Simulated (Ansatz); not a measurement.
## Data sheet: K2MgH4 (DFT)

K2MgH4:
Space group I4/mmm (No. 139); a = b = 4.0095 Å, c = 13.5352 Å, α = β = γ = 90.00°

```csv
atom,site,symmetry,x,y,z
K,4e,4mm,0.0000,0.0000,0.3559
Mg,2a,4/mmm,0.0000,0.0000,0.0000
H,4c,mmm.,0.0000,0.5000,0.0000
H,4e,4mm,0.0000,0.0000,0.1478
```
(The calculation used a cell of 7 atoms; values per cell refer to that cell.)

Space group I4/mmm (No. 139); conventional cell a = b = 4.009 Å, c = 13.535 Å, α = β = γ = 90.00°.

Method: the program Ansatz at the r²SCAN level (PAW). Geometry: relaxed at this level of theory. Other levels are named where they apply.

### Cell and energy

| Property | Value |
|---|---|
| Volume per atom | 15.54 Å³ |
| Density | 1.63 g/cm³ |
| Formation energy from the elements (no fitted shifts) | -0.35 eV/atom |

### Electronic structure

| Quantity | Result |
|---|---|
| Band gap | 4.03 eV (indirect) |
| Valence-band maximum | at Γ |
| Conduction-band minimum | on the Γ–X line, 57 % of the way from Γ (4 equivalent valleys) |
| Smallest direct gap on the standard path | 4.39 eV |
| Electron effective mass | 0.39, 0.50, 0.54 mₑ (principal values) |
| Hole effective mass | 0.70, 0.70, 27 mₑ (principal values) |
| HSE06 gap on the r²SCAN cell | 4.51 eV |

### Mechanics

| Item | Value |
|---|---|
| Bulk modulus (Birch–Murnaghan fit) | 23.8 GPa |
| Pressure derivative B′ | 4.9 |

### Charges

| Property | Result |
|---|---|
| Bader charges | K +0.79, Mg +1.65, H -0.82 to -0.79 e |

The first step of the workflow began from a Materials Project structure, measured or hypothetical; the Crystallography Open Database files this formula in space group No. 139, but the cells were not matched. Whether it is the stable phase at ambient conditions was not checked. The cell was relaxed with r²SCAN under the symmetry of its start; its stability against distortions is not shown here. The references are the lowest solids computed at this level, not always the standard phases (solids in place of the gases).

Potentials: the later of the program's two PAW sets.
